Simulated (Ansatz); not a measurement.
Input and command of a plane-wave DFT calculation in Ansatz:

```yaml
crystal:
  lattice:
    - [0.0, 2.0651995008, 2.0651995008]
    - [2.0651995008, 0.0, 2.0651995008]
    - [2.0651995008, 2.0651995008, 0.0]
  atoms:
    - { symbol: Au, position: [0.0, 0.0, 0.0] }
basis:
  ecutwfc: 420
kpoints:
  mp_grid: { grid: [20, 20, 20] }
hamiltonian:
  xc: pbe
scf:
  occupations: { method: fermi_dirac, width: 0.15 }
output:
  forces: true
  stress: true
  eigenvalues: true
```

```bash
ansatz run input.yaml --threads 1 --pin off --max-ram 3072MiB --backend cpu --events-out ev --progress --plain --runs-dir out
```

Processor: AMD EPYC 7R43 64-Core Processor (Zen 3), 1 thread, on a host shared with other jobs.

Q: How long does it run, and how much memory does it take?

A: About 3.2 s on 1 thread of AMD EPYC 7R43 64-Core Processor (Zen 3) (shared host), peak memory 0.38 GiB. It solves 14 bands at 256 k points (the mesh reduced by the symmetry that the task leaves, which can be less than the crystal's) with about 331 plane waves, in 6 SCF iterations.
